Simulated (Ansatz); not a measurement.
# Relaxing rocksalt-structured OsSb

Method: PBE, scalar-relativistic; no spin polarisation; PAW, 420 eV, 12×12×12 k-mesh, Gaussian smearing of 0.05 eV; code Ansatz. The datasets are Ansatz's generated set soft_2.

The cell came from substitution into a structure type; no database entry of this phase was matched, which doesn't show that none exists.

The first cell:

```
Os Sb
1.0
     0.00000    2.69620    2.69620
     2.69620    0.00000    2.69620
     2.69620    2.69620    0.00000
Os Sb
1 1
Direct
  0.50000 0.50000 0.50000
  0.00000 0.00000 0.00000
```

The steps in volume:

| run | level | k-mesh | kind | V (Å³/atom) | P (GPa) | E − E(final) (meV/atom) | gap on the mesh (eV) |
| --- | --- | --- | --- | --- | --- | --- | --- |
| 1 | PBE | 12×12×12 | fixed cell | 19.60 | 2.9 | 3.2 | metal |
| 2 | PBE | 12×12×12 | fixed cell | 19.98 | -0.1 | 0.0 | metal |

The cell is relaxed to zero pressure at this level.

The final structure (symmetry read at 0.01 Å). The structure is cubic, space group Fm-3m (No. 225). The conventional cell has a = 5.427 Å, b = 5.427 Å, c = 5.427 Å, α = 90.00°, β = 90.00°, γ = 90.00°. Os (site symmetry m-3m) is surrounded by 6 Sb at 2.71 Å. Sb (site symmetry m-3m) is surrounded by 6 Os at 2.71 Å. (Shells end 15 % past the nearest neighbour.)

| atom | site | symmetry | x | y | z |
| --- | --- | --- | --- | --- | --- |
| Os | 4b | m-3m | 0.5000 | 0.0000 | 0.0000 |
| Sb | 4a | m-3m | 0.0000 | 0.0000 | 0.0000 |

At the final geometry the gap, band path included, is zero (metallic). The equation of state gives B0 = 151 GPa and B0′ = 4.9. Against the elements' standard states, run alike and uncorrected, the formation energy is 1.01 eV/atom, so this structure is unstable against them at this level. 

**What lies behind the numbers.**

With 31 valence electrons in the calculation's cell and no magnetic order, the bands, two electrons each, can't all be full or empty: band theory demands a metal. (Only strong correlation, outside this picture, could make a Mott insulator of it.)

No spin–orbit coupling, a notable omission for heavy elements. Spin polarisation wasn't tried.
